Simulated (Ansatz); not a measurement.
Consider the following.

BiB:
```cif
data_B3Bi3
_chemical_formula_sum 'B3 Bi3'
_space_group_name_H-M_alt 'P 1'
_space_group_IT_number 1
_cell_length_a 3.93834
_cell_length_b 3.93834
_cell_length_c 8.77047
_cell_angle_alpha 90.000
_cell_angle_beta 90.000
_cell_angle_gamma 120.000
loop_
_space_group_symop_operation_xyz
  'x, y, z'
loop_
_atom_site_label
_atom_site_type_symbol
_atom_site_fract_x
_atom_site_fract_y
_atom_site_fract_z
_atom_site_occupancy
B1 B 0.50000 0.00000 0.50000 1
B2 B 0.00000 0.50000 0.16667 1
B3 B 0.50000 0.50000 0.83333 1
Bi1 Bi 0.50000 0.00000 0.00000 1
Bi2 Bi 0.00000 0.50000 0.66667 1
Bi3 Bi 0.50000 0.50000 0.33333 1
```

This is the PBE-relaxed structure.

Question: All from the program Ansatz at the PBE level (PAW), unless another level is named. Predict the electronic character.

Answer: metallic (no gap).

Question: What about the density of states at the Fermi level?

Answer: 0.05 states/eV per atom (mean over ±0.08 eV).

Question: Give the formation energy from the elements (no fitted shifts).

Answer: 1.08 eV/atom.

Space group P6_222. A made-up cell: these elements were put on the sites of a structure type; neither database checked (COD, Materials Project) lists it. Its standing as an ambient phase is unchecked. Symmetry was held in the PBE relaxation; whether a distortion lowers the energy is not shown. The references are the lowest solids computed at this level, not always the standard phases. Spin–orbit coupling is left out wherever it is not named.

Potentials: the later of the program's two PAW sets.
